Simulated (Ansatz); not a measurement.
Ge:
```xyz
8
Lattice="4.0042 0.0000 0.0000 -2.0021 3.4678 0.0000 0.0000 0.0000 13.1453" Properties=species:S:1:pos:R:3 pbc="T T T"
Ge     0.0000     0.0000     5.3477
Ge     0.0000     0.0000     7.7976
Ge     0.0000     0.0000    11.9203
Ge     0.0000     0.0000     1.2249
Ge     0.0000     2.3119     4.5237
Ge     2.0021     1.1559     8.6216
Ge     2.0021     1.1559    11.0963
Ge     0.0000     2.3119     2.0489
```

Relaxed with PBEsol. Special points in fractions of this cell's reciprocal vectors: Γ (0.000, 0.000, 0.000); M (0.500, 0.000, 0.000); K (0.333, 0.333, 0.000); A (0.000, 0.000, 0.500); L (0.500, 0.000, 0.500); H (0.333, 0.333, 0.500).

Question: List the band energies nearest the Fermi level at these points for plane-wave PAW PBEsol (Ansatz code).

Answer: In eV from the Fermi level; about four levels below and three above (degenerate sets whole), none deeper than 8.9 eV; points with the same levels are listed once.

```csv
k,below,above
Γ,-0.83 -0.83 -0.12 -0.07 0.00,0.05 0.05 0.45
M,-2.40 -2.40 -1.81 -1.43,0.17 0.32 0.54
K,-3.48 -2.70 -2.70 -2.01,1.28 2.19 2.19
A,-0.30 -0.30 -0.30 -0.30,0.12 0.12 1.11 1.11
L,-2.60 -2.60 -1.77 -1.77,0.60 0.60 1.24 1.24
H,-2.84 -2.84 -2.46 -2.46,1.32 1.32 2.66 2.66
```

Space group P6_3/mmc. The workflow started from a Materials Project entry (that database holds measured and hypothetical structures alike); the Crystallography Open Database copy checked does not list it. It is not the phase usual at ambient conditions (space group No. 227). Symmetry was held in the PBEsol relaxation; its stability against distortions is not shown here. The Fermi level of a semimetal is unsure by some 0.05 eV on such meshes. Scalar-relativistic: spin–orbit coupling is off unless named, which matters more the heavier the elements.

Potentials: the later of the program's two PAW sets.
